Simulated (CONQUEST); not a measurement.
A self-consistent single point of Ti (I4/mmm, 2 atoms in the cell; from COD 9012924, changed as shown) with CONQUEST.

Computed with PBEsol, numerical atomic orbitals double-zeta with polarisation (the shipped basis), PseudoDojo norm-conserving potentials made for PBEsol (CONQUEST).

The change in words: lattice vector c scaled by 0.98. Reference geometry (Im-3m):
```
Ti
1.0
    3.28922     0.00000     0.00000
    0.00000     3.28922     0.00000
    0.00000     0.00000     3.28922
Ti
2
Direct
  0.00000   0.00000   0.00000
  0.50000   0.50000   0.50000
```

Reference input (self-consistent single point, DFT, PBEsol, numerical atomic orbitals double-zeta with polarisation (the shipped basis), PseudoDojo norm-conserving potentials made for PBEsol): basis = DZP; Diag.MPMeshX, Y, Z = 5 5 5; potentials = PseudoDojo norm-conserving PBEsol; Grid.GridCutoff = 140 Ha; DM.SolutionMethod = diagon; Diag.kT = 0.003675 Ha; Diag.GammaCentred = true; minE.SCTolerance = 1.0e-06; SC.MaxIters = 100; SC.LinearMixingFactor = 0.5; SC.KerkerPreCondition = true; SC.KerkerFactor = 0.5 1/bohr. This run's input differs from it in these lines:

```diff
@@ -32,3 +32,3 @@
      0.000000000      6.215724964      0.000000000
-     0.000000000      0.000000000      6.215724964
+     0.000000000      0.000000000      6.091411220
 2
```

The program printed (abridged):

```
    new_SC_potl: Starting.  Tolerance:  0.10000E-05

    PulayMixSC: Starting Pulay mixing, A_up =  0.500 A_dn =  0.500
    PulayMixSC: Spin non-polarised calculation.
    PulayMixSC: with Kerker preconditioning, q0 =  0.500
          Harris-Foulkes Energy            :      -118.591160926583200 Ha
          GroundState Energy (E-(1/2)TS)   :      -118.593730146137219 Ha
          Free Energy (E-TS)               :      -118.596299365691223 Ha
          DFT Total Energy                 :      -118.560692745886584 Ha
          Total number of electrons        :        23.999999999999982
   [... lines left out ...]
          Total number of electrons        :        24.000041066378412
    PulayMixSC: Pulay iteration    11 residual:              0.13923E-05
          Harris-Foulkes Energy            :      -118.577484673879866 Ha
          GroundState Energy (E-(1/2)TS)   :      -118.580446771803949 Ha
          Free Energy (E-TS)               :      -118.583408869728018 Ha
          DFT Total Energy                 :      -118.577484673737899 Ha
          Total number of electrons        :        24.000040768719550
    PulayMixSC: Pulay iteration    12 residual:              0.44429E-06
    PulayMixSC: Reached SCF tolerance of  0.44429E-06 after     12 iterations
      | Number of electrons      =        24.000041
      |* band energy as 2Tr[K.H] =       -29.999680762843987 Ha
      |  screened ion-ion energy =       -91.473354719191462 Ha
      |  Ha correction           =         0.798314147075047 Ha
      |  XC correction           =         2.097237793711661 Ha
      | GS Energy as E-(1/2)TS   =      -118.580446771803949 Ha
      | Free Energy as E-TS      =      -118.583408869728018 Ha
      |* Harris-Foulkes energy   =      -118.577484673879866 Ha
      |* DFT total energy        =      -118.577484673737899 Ha
      |  estimated accuracy      =        -0.000000000141966 Ha

    force: Forces on atoms (Ha/a0)
    force:  Atom   X              Y              Z
    force:     1  -0.0000000000  -0.0000000000   0.0000000000
    force:     2  -0.0000000000  -0.0000000000   0.0000000000

    force: Maximum force :        0.00000000(Ha/a0) on atom         1 in z direction
    force: Force Residual:        0.00000000 Ha/a0
    force: Total stress:          3.81914043     3.81914043     4.23464317 GPa
    force: Average pressure:     -3.95764134 GPa

    force: Finished force
    get_E_and_F: Change in energy during last step of electronic optimisation: -0.45489E-06
```

The run converged in 12 iterations. CONQUEST prints the stress tensor with tension positive. Against the reference run the free energy drops by 11.1 meV/atom and the pressure goes from -6.01 to -3.96 GPa.

The program uses no crystal symmetry, so grid and mesh can part values that symmetry would make equal. The atom-centred basis is finite, which shifts total energies and pressures against plane waves. No clean gap shows at this smearing width and mesh (spacing up to 0.39 Å⁻¹); the mesh is coarse for partly filled bands, so the values carry mesh errors.

Cost on one core: very roughly 40 core-seconds.
